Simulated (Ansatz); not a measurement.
# Na3TlO: relaxation (Ansatz)

Run with:

```bash
ansatz run input.yaml --threads 2 --pin off --max-ram 2560MiB --backend cpu --events-out ev --progress --plain --runs-dir out
```

input.yaml:

```yaml
crystal:
  lattice:
    - [4.50536, 0.0, 0.0]
    - [0.0, 4.50536, 0.0]
    - [0.0, 0.0, 4.50536]
  atoms:
    - { symbol: Na, position: [0.5, 0.0, 0.5] }
    - { symbol: Na, position: [0.0, 0.5, 0.5] }
    - { symbol: Na, position: [0.5, 0.5, 0.0] }
    - { symbol: O, position: [0.5, 0.5, 0.5] }
    - { symbol: Tl, position: [0.0, 0.0, 0.0] }
  symmetry: { tolerance: 0.0003 }
kpoints:
  mp_grid: { grid: [6, 6, 6], shift: [0, 0, 0] }
magnetization:
  noncollinear: true
  spin_orbit: true
scf:
  occupations: { method: fermi_dirac }
  lower_state_search: "off"
hamiltonian:
  pseudopotentials: { kind: paw_fr }
  xc: pbe
basis:
  ecutwfc: 420
  fft_grid_basis: typed
relax:
  max_steps: 80
  cell: { p_target: 0.0 }
  f_tol: 0.03
output:
  forces: true
  stress: true
  eigenvalues: true
  bader: true
  populations: true
  elf: true
  write_potential: true
  volumetric_format: npy
  dos:
    e_range: [-12, 8]
    de: 0.05
    projected: { site_lists: { Na: [Na], O: [O], Tl: [Tl] } }
    method: { smearing: { sigma: 0.1, scheme: gaussian } }
checkpoint:
  read: saved_state
```

Origin of the cell: a known structure type with other elements, at an estimated volume, so it need not be a known compound.

The smearing width isn't typed, so it takes its default of 0.1 eV.

The saved state is a converged single point of the same cell.

Steps («new basis» is an SCF on plane waves selected anew at the same cell):

| step | ΔF (meV/atom) | max force component (eV/Å) | P (GPa) | volume (Å³) | SCF iterations | step was |
| --- | --- | --- | --- | --- | --- | --- |
| 1 | 0.0 | 0.000 | 6.17 | 91.45 | 6 | accepted |
| 2 | -41.0 | 0.000 | 2.21 | 99.83 | 7 | accepted |
| 3 | -48.5 | 0.000 | 0.36 | 105.21 | 7 | accepted |
| 4 | -48.6 | 0.000 | -0.03 | 106.49 | 6 | accepted |
| 5 | -54.0 | 0.000 | 0.33 | 106.49 | 8 | new basis |
| 6 | -54.1 | 0.000 | 0.05 | 107.62 | 6 | accepted |
| 7 | -54.1 | 0.000 | 0.00 | 107.81 | 6 | accepted |
| 8 | -54.3 | 0.000 | 0.00 | 107.81 | 7 | new basis |

Before:

Space group Pm-3m (No. 221); the run's cell has a = 4.505 Å, b = 4.505 Å, c = 4.505 Å, α = 90.00°, β = 90.00°, γ = 90.00°. Shortest distances: Na–O 2.25 Å, Na–Na 3.19 Å, Na–Tl 3.19 Å.

The relaxed structure.

Space group Pm-3m (No. 221); the run's cell has a = 4.759 Å, b = 4.759 Å, c = 4.759 Å, α = 90.00°, β = 90.00°, γ = 90.00°. Shortest distances: Na–O 2.38 Å, Na–Na 3.37 Å, Na–Tl 3.37 Å.

```yaml
crystal:
  lattice:
    - [4.75946, 0.00000, 0.00000]
    - [0.00000, 4.75946, 0.00000]
    - [0.00000, 0.00000, 4.75946]
  atoms:
    - { symbol: Na, position: [0.50000, 0.00000, 0.50000] }
    - { symbol: Na, position: [0.00000, 0.50000, 0.50000] }
    - { symbol: Na, position: [0.50000, 0.50000, 0.00000] }
    - { symbol: O, position: [0.50000, 0.50000, 0.50000] }
    - { symbol: Tl, position: [0.00000, 0.00000, 0.00000] }
```

| Property | Result |
| --- | --- |
| Free energy lowered by | 54.3 meV/atom |
| Volume change | 17.89 % |
| Final pressure | 0.00 GPa |
| Relaxation steps listed | 8 |
| Formation energy (elements under the same functional, gases as molecules, uncorrected) | -0.643 eV/atom |
| Gap on the mesh | none (metal) |

Caveats: the relaxation held the start's symmetry, so the end may be a saddle point.

The run took 76 s on 2 threads of Intel(R) Xeon(R) 6975P-C (Granite Rapids), with other jobs on the host, peak memory 0.7 GiB, from a saved density.
